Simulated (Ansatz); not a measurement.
Space group Pm-3m (No. 221). a = 5.725 Å, b = 5.725 Å, c = 5.725 Å, α = 90.00°, β = 90.00°, γ = 90.00°
| atom | site | symmetry | x | y | z |
| --- | --- | --- | --- | --- | --- |
| Fe | 1b | m-3m | 0.5000 | 0.5000 | 0.5000 |
| Fe | 3c | 4/mm.m | 0.5000 | 0.0000 | 0.5000 |
| Fe | 3d | 4/mm.m | 0.5000 | 0.0000 | 0.0000 |
| Fe | 8g | .3m | 0.2478 | 0.2478 | 0.2478 |
| Co | 1a | m-3m | 0.0000 | 0.0000 | 0.0000 |

Equation of state of this Fe15Co structure (not necessarily the ground state), with shape and atoms relaxed at each volume where symmetry leaves them free. It has no gap at any of these volumes. Method: DFT r2SCAN, scalar-relativistic, plane waves, PAW (Ansatz).

Cutoff 500 eV; k points 6×6×6 on the computed 16-atom cell (Γ-centred); Gaussian smearing, width 0.10 eV; collinear spin.

```csv
V (Å³/atom),E − E(largest V) (meV/atom),P (GPa)
10.322,45.73,26.77
10.674,-4.22,18.71
11.025,-36.36,11.07
11.377,-53.46,4.73
11.729,-58.50,-0.04
12.081,-52.87,-5.35
12.433,-35.62,-9.88
12.902,0.00,-14.16
```

Q: Fit a third-order Birch–Murnaghan equation to E(V).

A: V0 = 11.69 Å³/atom, B0 = 174 GPa, B0' = 3.3.

The state reached may not be the lowest one. Only parallel moments were tried here.

Cost: 8 runs of about 58 core-minutes in all, on Intel Xeon 6975P-C (Granite Rapids) (shared hosts).